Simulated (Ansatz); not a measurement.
A geometry of AlNi away from equilibrium: step 2 of the relaxation of a relaxed AlNi cell, doubled along one cell vector, shaken by Gaussian noise of σ = 0.08 Å a coordinate. Method: r2SCAN (plane waves to 500 eV, PAW, scalar-relativistic; Ansatz, a quantum-chemistry and plane-wave program). Γ-centred k-mesh 10×10×5 on the run's cell (coarser than for final values), Fermi–Dirac smearing 0.05 eV.

```xyz
8
Lattice="0.0055 2.8988 2.8940 2.8778 0.0201 2.8795 5.7886 5.8015 0.0070" Properties=species:S:1:pos:R:3 pbc="T T T"
Al     1.3902     1.4998     1.4161
Al     4.3816     4.4069     1.3854
Al     0.0001     0.1149     0.0048
Al     2.8852     2.9091    -0.0073
Ni     2.9356     2.9170     3.0066
Ni     5.7814     5.7457     2.8713
Ni     4.2951     4.3281     4.4158
Ni     7.1237     7.3063     4.2271
```

Which atoms carry the largest force, and which way does it point?

1.12 eV/Å, on Al1 (atoms numbered as listed); on Al1 its components are (0.59, 0.07, 0.95).

What is the pressure?

+2.6 GPa, compression positive.

How much energy per atom can still be gained by relaxing?

0.27 eV/atom; the path ends in Imma (No. 74).

No spin polarisation in the result. A magnetic state may lie lower.

The end of the path is a generated cell of AlNi: the first start was made by placing the elements on the sites of a structure type, and the end was not matched to a known phase here, so it may be hypothetical. Known forms of AlNi include space group No. 221.
